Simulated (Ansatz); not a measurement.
Data:

AlNi:
```
CELL_PARAMETERS angstrom
      2.89321     0.00000     0.00000
      0.00000     2.89321     0.00000
      0.00000     0.00000     2.89321
ATOMIC_POSITIONS crystal
  Al 0.50000 0.50000 0.50000
  Ni 0.00000 0.00000 0.00000
```

This is the PBE-relaxed structure.

### Question
All from DFT-PBE in the program Ansatz with PAW potentials, unless another level is named. Predict the formation energy from the elements (no fitted shifts).

### Answer
-0.65 eV/atom.

### Question
Next, the density of states at the Fermi level?

### Answer
0.43 states/eV per atom (mean over ±0.08 eV).

Space group Pm-3m (CsCl type). The PBE relaxation kept the symmetry of its start. No spin polarisation was allowed. The references are the lowest solids computed at this level, not always the standard phases.

Potentials: the later of the program's two PAW sets.
